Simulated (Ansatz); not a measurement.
**GdCu (Pm-3m): ferro- and antiferromagnetic starts**

The geometry is a structure as deposited in COD, repeated to hold the magnetic orders, held fixed and not relaxed.

Functional, mesh and filling: LDA, 10×10×10 k mesh, Fermi–Dirac smearing of 0.05 eV. PAW means Ansatz 0.2.0 on its default frozen-core files; LAPW is all-electron LAPW in Ansatz 0.2.0. Site moments are integrated in spheres about the atoms, whose radii differ between the methods.

The first input and its command:

```yaml
crystal:
  lattice:
    - [3.502, 3.502, 0.0]
    - [3.502, 0.0, 3.502]
    - [3.502, 0.0, -3.502]
  atoms:
    - { symbol: Gd, position: [0.5, 0.25, 0.75], spin: 7.0 }
    - { symbol: Gd, position: [0.5, 0.75, 0.25], spin: 7.0 }
    - { symbol: Cu, position: [0.0, 0.0, 0.0] }
    - { symbol: Cu, position: [0.0, 0.5, 0.5] }
magnetization:
  spin_polarized: true
kpoints:
  mp_grid: { grid: [10, 10, 10] }
scf:
  occupations: { method: fermi_dirac, width: 0.05 }
hamiltonian:
  xc: lda
  pseudopotentials: { kind: paw }
output:
  forces: true
  stress: true
  eigenvalues: true
  populations: true
```

Command: `ansatz run input.yaml --threads 2 --pin off --max-ram 6144MiB --backend cpu --events-out ev --progress --plain --runs-dir out`

The input for «start Gd1↑ Gd2↓» by LAPW differs from it in these lines, output keys apart:

```diff
-    - { symbol: Gd, position: [0.5, 0.75, 0.25], spin: 7.0 }
+    - { symbol: Gd, position: [0.5, 0.75, 0.25], spin: -7.0 }
-  pseudopotentials: { kind: paw }
+  pseudopotentials: { kind: all_electron, lapw: { basis_error: 0.001 } }
```

Energies count from the run that starts all moments parallel. Patterns list the atoms that start with 0.5 μB or more.

```
               start  ΔF PAW (meV/atom)  ΔF LAPW (meV/atom)  largest moment, PAW (μB)  M, PAW (μB/cell)  order at the end, PAW  P, PAW (GPa)
          Gd1↑, Gd2↑                0.0                 0.0                      6.94             14.18                   kept          -6.1
          Gd1↑, Gd2↓               +0.8                +0.8                      6.93              0.00                   kept          -6.0
no spin polarisation                  ?                   –                      0.00              0.00                      –          -7.7
```

Task: Fill in "ΔF PAW (meV/atom)" for the row "no spin polarisation".

Result: +3477.6.

The lowest of these ends as follows. Site moments (μB): Gd1 6.94, Gd2 6.94, Cu3 0.01, Cu4 0.01. Cell moment 14.18 μB. The next state lies within 2 meV per atom or changes place at zero smearing, so the order of the two isn't settled. Orders of other supercells weren't tried and can lie lower.

The PAW files were made with PBE; the program remakes their cores once for the run's functional and then keeps them frozen. Without U a semilocal functional puts the f levels too near the Fermi level, which can change moments and the order of magnetic states; site and cell moments are spin moments. Spin–orbit coupling is left out although heavy atoms are present. With open f shells a run can end in a state that isn't the lowest. These are results for the start and cell typed. The real compound can order otherwise, in a larger cell, or not at all, since semilocal functionals at zero temperature often overstate magnetism.
